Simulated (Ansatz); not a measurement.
One crystal and one scan (energy against volume) at two levels, PBE (plane waves to 420 eV, PAW, scalar-relativistic; Ansatz, a quantum-chemistry and plane-wave program) and r2SCAN (plane waves to 500 eV, PAW, scalar-relativistic; Ansatz), each from its own relaxed cell and on its own mesh. The cell shown is that of PBE.

Ti3Al (D019 type, space group P6_3/mmc)

```yaml
crystal:
  lattice:
    - [5.75564, 0.00000, 0.00000]
    - [-2.87782, 4.98453, 0.00000]
    - [0.00000, 0.00000, 4.65498]
  atoms:
    - { symbol: Ti, position: [0.83025, 0.66049, 0.25000] }
    - { symbol: Ti, position: [0.16975, 0.83025, 0.75000] }
    - { symbol: Ti, position: [0.33951, 0.16975, 0.25000] }
    - { symbol: Ti, position: [0.16975, 0.33951, 0.75000] }
    - { symbol: Ti, position: [0.83025, 0.16975, 0.25000] }
    - { symbol: Ti, position: [0.66049, 0.83025, 0.75000] }
    - { symbol: Al, position: [0.33333, 0.66667, 0.25000] }
    - { symbol: Al, position: [0.66667, 0.33333, 0.75000] }
```

The volume is varied about the relaxed value V₀ at fixed cell shape. The atoms relax within the cell's symmetry.

Energies are smeared free energies. Ti3Al is run without spin polarisation. Ti3Al was relaxed with its symmetry unable to fall. With the shape held, the modulus is that of even scaling; a crystal free to change shape is softer. Percentages come from the unrounded values. Both scans cover V/V₀ from 0.940 to 1.060.

```csv
quantity,PBE,r2SCAN,PBE − r2SCAN
Lattice constant a (Å),5.756,5.747,+0.009 (+0.1 %)
Lattice constant c (Å),4.655,4.632,+0.023 (+0.5 %)
Relaxed volume (Å³/atom),16.69,16.56,+0.13 (+0.8 %)
Pressure at the smallest volume (GPa),8.0,8.4,-0.4 (-5 %)
Energy cost of the largest compression (meV/atom),24,25,-1 (-4 %)
Energy cost of the largest expansion (meV/atom),20,21,-1 (-5 %)
Bulk modulus at fixed cell shape B₀ (third-order Birch-Murnaghan fit) (GPa),114.5,121.2,-6.7 (-5.5 %)
Pressure derivative B₀′ (fit),3.8,3.6,+0.2 (+3 %)
Pressure for 5 % compression (fit) (GPa),6.5,6.8,-0.3 (-5 %)
```

PBE gives the higher value for: lattice constant c; relaxed volume. PBE gives the lower value for: pressure at the smallest volume; bulk modulus at fixed cell shape B₀; pressure for 5 % compression. They agree on: lattice constant a (within 0.2 %).

ΔE (meV/atom), each from the relaxed starting cell of its own level:

| V/V₀ | PBE | r2SCAN |
|---|---|---|
| 0.940 | 24 | 25 |
| 0.952 | 15 | 16 |
| 0.964 | 8 | 9 |
| 0.976 | 4 | 4 |
| 0.988 | 1 | 1 |
| 1.000 | 0 | 0 |
| 1.012 | 1 | 1 |
| 1.024 | 3 | 3 |
| 1.036 | 7 | 8 |
| 1.048 | 13 | 13 |
| 1.060 | 20 | 21 |

(A scan under strain: stresses follow from slopes of the energy per volume, elastic moduli from its curvatures.)
